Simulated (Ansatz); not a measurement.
Ni₂Ge:
```
Ni2Ge
1.0
    3.97804     0.00000     0.00000
   -1.98902     3.44509     0.00000
    0.00000     0.00000     5.03704
Ni Ge
4 2
Direct
  0.66667   0.33333   0.25000
  0.33333   0.66667   0.75000
  0.00000   0.00000   0.00000
  0.00000   0.00000   0.50000
  0.66667   0.33333   0.75000
  0.33333   0.66667   0.25000
```

Relaxed with r²SCAN.

**Question.** Map the valence electron density (e/Å³), cut off at 6 on the plane through (0.667, 0.333, 0.250) spanned by u = [0, 0, 1] and v = [1, -1, 0] in lattice vectors, from plane-wave PAW r²SCAN (Ansatz code).

**Answer.** x is the fraction of u, y of v (the angle between them is 90°; rows are the nearest grid lines); atoms in the plane: Ni at (0.00, 0.00), Ni at (0.50, 0.67), Ni at (0.75, 0.33), Ni at (0.25, 0.33), Ge at (0.50, 0.00), Ge at (0.00, 0.67).
```
y \ x   0.000  0.0800  0.200  0.280  0.360  0.440  0.560  0.640  0.720  0.800  0.920   1.00
------  -----  ------  -----  -----  -----  -----  -----  -----  -----  -----  -----  -----
1.00     6.00    6.00  0.431  0.358   1.11   6.00   6.00   1.11  0.358  0.431   6.00   6.00
0.912    3.73    1.66  0.271  0.259  0.463   1.31   1.31  0.463  0.259  0.271   1.66   3.73
0.853   0.552   0.427  0.205  0.199  0.295  0.465  0.465  0.295  0.199  0.205  0.427  0.552
0.765    1.37   0.789  0.271  0.234  0.438   1.56   1.56  0.438  0.234  0.271  0.789   1.37
0.706    6.00    5.07  0.376  0.330   1.36   6.00   6.00   1.36  0.330  0.376   5.07   6.00
0.618    6.00    3.68  0.363  0.317   1.15   6.00   6.00   1.15  0.317  0.363   3.68   6.00
0.529   0.474   0.403  0.258  0.236  0.286  0.411  0.411  0.286  0.236  0.258  0.403  0.474
0.471   0.277   0.290  0.433  0.450  0.326  0.256  0.256  0.326  0.450  0.433  0.290  0.277
0.382   0.276   0.533   6.00   6.00   2.78  0.390  0.390   2.78   6.00   6.00  0.533  0.276
0.294   0.282   0.589   6.00   6.00   3.52  0.416  0.416   3.52   6.00   6.00  0.589  0.282
0.235   0.244   0.325   1.69   2.10  0.667  0.292  0.292  0.667   2.10   1.69  0.325  0.244
0.147   0.380   0.332  0.245  0.252  0.304  0.386  0.386  0.304  0.252  0.245  0.332  0.380
0.0882   3.66    1.64  0.282  0.272  0.464   1.30   1.30  0.464  0.272  0.282   1.64   3.66
0.000    6.00    6.00  0.431  0.358   1.11   6.00   6.00   1.11  0.358  0.431   6.00   6.00
```

The density is the valence pseudo-density with augmentation charge, so density and ELF within about 1 Å of a nucleus are not all-electron values.

Space group P6_3/mmc. The workflow started from a Materials Project entry (that database holds measured and hypothetical structures alike); the Crystallography Open Database copy checked does not list it. Whether it is the stable phase at ambient conditions was not checked. The cell was relaxed with r²SCAN under the symmetry of its start; its stability against distortions is not shown here. No spin polarisation was allowed.

Potentials: the later of the program's two PAW sets.
